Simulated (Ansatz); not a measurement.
The geometry is COD entry 4344350, unchecked; take it as a test cell.

LuSi₂: DFT, PBEsol, PAW with Ansatz's default frozen-core files, scalar-relativistic (Ansatz 0.2.0).

Command: `ansatz run input.yaml --threads 1 --pin off --max-ram 4096MiB --backend cpu --events-out ev --progress --plain --runs-dir out` The run took 23 s on 1 thread of Intel(R) Xeon(R) 6975P-C (Granite Rapids), on a shared host, peak memory 0.53 GiB.

```yaml
crystal:
  lattice:
    - [3.7500020507, 0.0, 0.0]
    - [-1.8750010253, 3.2475970401, 0.0]
    - [0.0, 0.0, 4.05]
  atoms:
    - { symbol: Lu, position: [0.0, 0.0, 0.0] }
    - { symbol: Si, position: [0.3333333333, 0.6666666667, 0.5] }
    - { symbol: Si, position: [0.6666666667, 0.3333333333, 0.5] }
kpoints:
  mp_grid: { grid: [13, 13, 10] }
  band_path:
    path:
      - [0.0, 0.0, 0.0]
      - [0.5, 0.0, 0.0]
      - [0.3333333333, 0.3333333333, 0.0]
      - [0.0, 0.0, 0.0]
      - [0.0, 0.0, 0.5]
      - [0.5, 0.0, 0.5]
      - [0.3333333333, 0.3333333333, 0.5]
      - [0.0, 0.0, 0.5]
      - [0.5, 0.0, 0.5]
    npoints: 14
scf:
  occupations: { method: fermi_dirac, width: 0.05 }
hamiltonian:
  xc: pbesol
  pseudopotentials: { kind: paw }
output:
  forces: true
  stress: true
  eigenvalues: true
  efg: { contact_densities: true }
  populations: true
  bader: true
  dos: { projected: true, de: 0.2, e_range: [-14, 8] }
  write_density: true
  write_potential: true
  elf: true
  volumetric_format: npy
```

Output:

```
Lu: projections on atomic orbitals take those of the free atom [Kr 4d10] 4f14 5s2 5p6 5d1 6s2, of charge +0.00 (hamiltonian.pseudopotentials.projection_atoms); the dataset's partial waves leave at most 5.1e-5 of an orbital's norm unspanned inside its sphere
Lu: output.efg is read without spin–orbit coupling, which moves field gradients at and beside such atoms by some per cent and up to a factor of two; PAW files take it under magnetization.noncollinear and magnetization.spin_orbit
Engine: ansatz 0.2.0
Pseudopotentials: kind: paw
Pseudopotential: Lu, paw, valence charge 25, recommended cutoff 420 eV (normal)
Pseudopotential: Si, paw, valence charge 4, recommended cutoff 420 eV (normal)
Functional definition: PBEsol
  exchange = pbesol_x
  correlation = pbesol_c
Crystal: 3 atoms, lattice volume = 49.323 Å³
Basis set: ecut = 420 eV, 973 PW (Γ), exchange–correlation on 54×54×60 points (8 copies of the dense FFT grid, shifted against one another)
Bands: 21, of which v1, the nominal top of the filled ones, is band 17 counted from 1 (16 counted from 0)
Symmetry: 24 space group operations
Space group: P6/mmm (ITA 191), of the structure as read, at distance tolerance 3.7e-5 Å
k-points: 126 of 1690
Non-local potential: Lu, projectors of the file, l = 0: 3, l = 1: 2, l = 2: 2, l = 3: 3
Non-local potential: Si, projectors of the file, l = 0: 2, l = 1: 2, l = 2: 2
PAW form: soft (Blöchl's): semilocal exchange-correlation on the pseudo side does not see the compensation charge
PAW frozen core: Lu, regenerated for the run's functional, and the local potential with it (the file was generated under x = pbe(κ = 0.804, μ = 0.2195149727645171), c = pbe(β = 0.06672455060314922))
PAW frozen core: Si, regenerated for the run's functional, and the local potential with it (the file was generated under x = pbe(κ = 0.804, μ = 0.2195149727645171), c = pbe(β = 0.06672455060314922))
PAW one-centre angular grid: Lu, 590 points (default); XC on 64 Gauss nodes
PAW one-centre angular grid: Si, 110 points (default); XC on 64 Gauss nodes
Initial density: superposition of atomic densities (neutral atoms: chi_scale 0, normalization atom), corrected by the library's trained network
Initial wavefunctions: pseudopotential atomic-orbital guess
Functional: x = pbesol(κ = 0.804, μ = 0.12345679012345678), c = pbesol(β = 0.046)
SCF iter   1: F=—  HF=-15855.445767 eV  |F-HF|=—  |Δ(HF+E_count)|=         —  Δρ=2.79e-3  dr2=7.91e-3  ethr=1.77e-3  ⟨swp⟩=6.7  Hψ=15601  notcnv=0
preconditioner: auto → Kerker (q_TF=auto, 2.552 Å⁻¹)  [metal: Δε(μ)=0.011 eV  Ē_g=12.144 eV  σ=0.050 eV  W_gap=0.05  n_scr=20 (ndim 8)  ℏωp=29.4 eV  f_vac=0.000  D(μ)=1.95/eV (n_scr^D=20)]
SCF iter   2: F=—  HF=-15855.444382 eV  |F-HF|=—  |Δ(HF+E_count)|=   1.38e-3  Δρ=1.67e-3  dr2=2.84e-3  ethr=2.40e-5  ⟨swp⟩=2.1  Hψ=5495  notcnv=0  defer=2
SCF iter   3: F=—  HF=-15855.443722 eV  |F-HF|=—  |Δ(HF+E_count)|=   6.60e-4  Δρ=4.22e-4  dr2=6.45e-5  ethr=8.61e-6  ⟨swp⟩=2.0  Hψ=4234  notcnv=0  defer=2
SCF iter   4: F=—  HF=-15855.443657 eV  |F-HF|=—  |Δ(HF+E_count)|=   6.54e-5  Δρ=1.86e-4  dr2=1.73e-5  ethr=1.95e-7  ⟨swp⟩=3.1  Hψ=5601  notcnv=0  defer=2
SCF iter   5: F=—  HF=-15855.443656 eV  |F-HF|=—  |Δ(HF+E_count)|=   5.33e-7  Δρ=6.31e-5  dr2=1.93e-6  ethr=5.25e-8  ⟨swp⟩=2.0  Hψ=4734  notcnv=0  defer=2
SCF iter   6: F=—  HF=-15855.443655 eV  |F-HF|=—  |Δ(HF+E_count)|=   6.56e-7  Δρ=1.39e-5  dr2=1.32e-7  ethr=5.86e-9  ⟨swp⟩=2.0  Hψ=4665  notcnv=0  defer=2
SCF iter   7: F=-15855.443655 eV  HF=-15855.443655 eV  |F-HF|=2.35e-8  |Δ(HF+E_count)|=   9.99e-9  Δρ=5.59e-6  dr2=2.15e-8  ethr=3.03e-10  ⟨swp⟩=12.4  Hψ=27838  notcnv=0
SCF 1 converged in 7 iterations: F = -15855.443655 eV  dr2 = 2.15e-8
  Residual-converged pass: ⟨swp⟩=1.0  Hψ=3152  notcnv=0  max |occ|·‖R‖ = 7.1e-9 eV (tolerance 1.0e-8 eV)  dr2=2.15e-8  dr2_onsite=6.04e-8  max |Δocc| = 2.0e-11
  greatest PAW one-centre occupation: 0.998 electrons in one spin orbital (limit 2), on the Lu atom at site 0 (counted from 0), in its partial waves of l = 0
NSCF: frozen V_eff on 113 k-points
SCF converged after 7 iterations
Free energy (F): -15855.443655 eV
Harris-Foulkes:  -15855.443655 eV  (|F-HF|=2.35e-8)
Internal energy: -15855.428498 eV  (E = F + TS)
E sigma→0 (E₀):  -15855.436077 eV
Entropy (-TS):   -0.015157 eV (-5.052 meV/atom)
Fermi energy:    14.830446 eV
--- Per-component energies (eV) ---
  E_band       = 81.144861
  E_kinetic    = 513.647799
  E_local      = -7256.971270  (includes V_loc(G=0)·N_el)
  E_nonlocal   = 633.728798
  E_hartree    = 3102.788342
  E_xc         = -332.507686
  E_vxc        = -359.844601  (∫ρ·V_xc dr)
  E_paw        = -8253.064694  (= ΣΔE_a)
  E_vpaw       = 345.004423  (= ΣTr[D̂ρ^β])
  E_aug_tail   = 0.000061  (compensation charges beyond the density's cutoff)
  E_ewald      = -4264.305136
  E_core_change = 1.255289  (= ΣΔE_core)
  E_smearing   = -0.015157  (= −TS)
  E_closure    = -0.000000  (closes the sum)
  Σ components = -15855.443655   (vs F -15855.443655, Δ=0.00e0)
--- Forces (eV/Å), atoms counted from 1 ---
  atom   1  Lu    -0.00000000     0.00000000     0.00000000
  atom   2  Si     0.00000000    -0.00000000     0.00000000
  atom   3  Si     0.00000000     0.00000000     0.00000000
  max |Σ_I F_I| component: 9.25e-17 eV/Å
--- Stress (GPa, compression-positive) ---
       22.204327       0.000000       0.000000
       -0.000000      22.204327       0.000000
        0.000000       0.000000      -4.739440
  P = ⅓ Tr σ = 13.2231 GPa (132.231 kbar)
--- PAW observables at the nuclei: V_zz in 10²¹ V/m², potentials from the cell's mean, atoms counted from 1 ---
  atom   1  Lu V_zz =    -0.880079   η = 0.0000   by run symmetry: allowed
            electrostatic potential = -13870.591959 V   contact ρ = 6955983.626394 e/Å³
  atom   2  Si V_zz =    +0.250503   η = 0.0000   by run symmetry: allowed
            electrostatic potential = -1367.334020 V   contact ρ = 12760.094426 e/Å³
  atom   3  Si V_zz =    +0.250503   η = 0.0000   by run symmetry: allowed
            electrostatic potential = -1367.334020 V   contact ρ = 12760.094426 e/Å³
--- Band table (eV; the first three rows and the last of 126) ---
  k-point 0: bands = ["-41.4565", "-12.2281", "-12.1049", "-12.1049", "1.2127", "9.5993", "9.6394", "9.6678", "9.6678", "9.6740", "9.6740", "9.7373", "11.3319", "11.3319", "11.4433", "12.3434", "15.4559", "16.0042", "16.0042", "17.6523", "17.6523"]
  k-point 1: bands = ["-41.4564", "-12.2377", "-12.1042", "-12.1042", "1.2957", "9.5674", "9.6407", "9.6654", "9.6654", "9.6712", "9.6712", "9.7373", "10.5876", "11.4003", "11.4003", "13.2252", "15.5226", "15.5340", "15.5340", "18.1356", "18.1356"]
  k-point 2: bands = ["-41.4561", "-12.2626", "-12.1024", "-12.1024", "1.5275", "9.1927", "9.6441", "9.6446", "9.6446", "9.6803", "9.6803", "9.7374", "9.8031", "11.5917", "11.5917", "14.4053", "14.8370", "14.8370", "15.7172", "17.2721", "17.2721"]
  k-point 125: bands = ["-41.4480", "-12.2655", "-12.2470", "-12.2179", "4.7418", "5.4395", "8.7638", "9.6784", "9.6897", "9.6930", "9.6970", "9.7057", "9.7069", "9.7192", "11.1194", "11.4694", "15.1380", "18.0719", "18.6113", "19.0328", "19.3205"]
--- Löwdin populations: 3 sites ---
  site symbol       q [e]
     0     Lu     24.8727
     1     Si      3.9684
     2     Si      3.9684
  spilling = 0.005773 (of n_electrons = 33.000000)
--- Bader charges: 3 sites ---
  site symbol  charge [e]  shift [e]
     0     Lu      1.3970     0.0000
     1     Si     -0.6988     0.0000
     2     Si     -0.6982     0.0000
  estimated error of the sums over rays = 5.9e-4 e
```

populations.tsv:

```
# site	symbol	l	j	q
# orbitals = lowdin
# n_electrons = 33.000000
# spilling = 0.005773
# projection_atom_Lu: [Kr 4d10] 4f14 5s2 5p6 5d1 6s2
0	Lu	0_5S	-	1.979263
0	Lu	0_6S	-	0.356447
0	Lu	1_5P	-	5.984663
0	Lu	2_5D	-	2.569510
0	Lu	3_4F	-	13.982851
1	Si	0_3S	-	1.031853
1	Si	1_3P	-	2.936526
2	Si	0_3S	-	1.031853
2	Si	1_3P	-	2.936526
```

bader_charges.tsv:

```
# site	symbol	x_ang	y_ang	z_ang	partial_charge_e	electrons	volume_ang3	relative_density_drop	shared_charge_e	partial_wave_shift_e
# quadrature_error_electrons = 5.9e-4
0	Lu	0.0000	0.0000	0.0000	1.39697	69.60303	14.98	-	1.39697	0.00000
1	Si	0.0000	2.1651	2.0250	-0.69880	14.69880	17.17	-	-0.69880	0.00000
2	Si	1.8750	1.0825	2.0250	-0.69817	14.69817	17.17	-	-0.69817	0.00000
```
